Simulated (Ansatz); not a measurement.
The elements of this relaxed trial crystal are hidden behind letters.

```
lattice vectors (Å)
  -2.2400    2.2400    5.9681
   2.2400   -2.2400    5.9681
   2.2400    2.2400   -5.9681
fractional positions
X 0.0000 0.0000 0.0000
Z 0.2500 0.7500 0.5000
Z 0.7500 0.2500 0.5000
Q 0.6197 0.6197 0.0000
Q 0.3803 0.3803 0.0000
```

These are results of DFT PBE, scalar-relativistic, plane waves, PAW (Ansatz 0.2.0), not measurements. Plane waves to 420 eV, a 12×12×12 mesh through Γ for the 5-atom cell and 0.10 eV Gaussian smearing; no spin polarisation.

- Space group: I4/mmm (No. 139)
- Conventional cell: a = 4.480 Å, c = 11.936 Å
- Volume per atom: 23.96 Å³
- Density: 4.52 g/cm³
- Energy over the elements: −0.17 eV/atom
- Gap on the 12×12×12 mesh of the 5-atom cell: 0 eV (a metal)

Energies are uncorrected and count from the elements' standard states at the same level.

Question: X is an s-block element of period 4, Z is a d-block element of period 5 and Q is a p-block element of period 3. Which elements are they?

Answer: X = K, Z = Cd, Q = P, so the formula is KCd2P2, here in the ThCr2Si2 type. Density times volume gives a mean mass of 4.52 × 23.96/1.6605 = 65.2 u per atom, and this set has 65.2 u. Around K lie 8 P at 3.48 Å and 8 Cd at 3.73 Å; Cd has 4 P at 2.73 Å, 4 Cd at 3.17 Å and 4 K at 3.73 Å; P has 4 Cd at 2.73 Å, 1 P at 2.86 Å and 4 K at 3.48 Å. Other sets within the hints have nearly the same mass, so mass alone doesn't settle it; this one was computed.

An odd number of electrons in the primitive cell allows no gap without spin; a larger cell or a magnetic state could open one. The cell is a metal run without spin; a magnetic state may lie lower. A later test with randomly moved atoms came back to the same energy, though modes that don't fit the test's cell weren't probed. Another cell of KCd2P2 relaxed alike, in P-3m1, lies 18 meV/atom lower, so this cell isn't the stable form at this level.
